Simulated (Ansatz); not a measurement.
Pt (fcc, Cu type)

```yaml
crystal:
  lattice:
    - [0.00000, 1.98504, 1.98504]
    - [1.98504, 0.00000, 1.98504]
    - [1.98504, 1.98504, 0.00000]
  atoms:
    - { symbol: Pt, position: [0.00000, 0.00000, 0.00000] }
```

The slice is a {111} plane (indices of the conventional cell) through the point (0.000, 0.000, 0.000) (fractional), spanned by u = [100] and v = [-1 2 0] in vectors of this cell: u (2.81 Å) and v (4.86 Å, at 90° to u). It covers one period; positions are fractions (u, v).

Calculation: PBE (plane waves to 420 eV, PAW, scalar-relativistic; Ansatz, a first-principles code). k mesh 20×20×20. Inside the PAW spheres the values are not all-electron values, and peaks at nuclei hang on which shells count as valence. Pt is run without spin polarisation. Pt was relaxed with its symmetry unable to fall. Spin-orbit coupling is left out, though Pt is heavy. The PAW data are Ansatz's earlier set.

Task: What is the valence density on the shortest Pt–Pt line in this plane (2.81 Å), at its midpoint?

Result: 0.36 e/Å³.

Task: Predict the map of the electrostatic potential energy of an electron, from the cell's mean on the slice.

Result: 
```tsv
v \ u	0.00	0.12	0.25	0.38	0.50	0.62	0.75	0.88
0.93	x	x	x	6.1	11.4	6.1	x	x
0.86	x	x	x	10.2	12.8	10.2	x	x
0.79	<4.0	5.6	9.5	11.5	12.0	11.6	9.5	5.6
0.71	12.0	11.5	9.5	5.6	<4.0	5.6	9.5	11.6
0.64	12.8	10.2	x	x	x	x	x	10.2
0.57	11.4	6.1	x	x	x	x	x	6.1
0.50	10.6	<4.0	x	x	x	x	x	<4.0
0.43	11.4	6.1	x	x	x	x	x	6.1
0.36	12.8	10.2	x	x	x	x	x	10.2
0.29	12.0	11.6	9.5	5.6	<4.0	5.6	9.5	11.5
0.21	<4.0	5.6	9.5	11.6	12.0	11.5	9.5	5.6
0.14	x	x	x	10.2	12.8	10.2	x	x
0.07	x	x	x	6.1	11.4	6.1	x	x
0.00	x	x	x	<4.0	10.6	<4.0	x	x
```

Values: electrostatic potential energy of an electron, from the cell's mean, in eV. Points within 1 Å of a nucleus are blanked (x), as the pseudised field means little there. Values under 4 eV are set to 4. The zero, the cell's mean, hangs on the PAW cores.
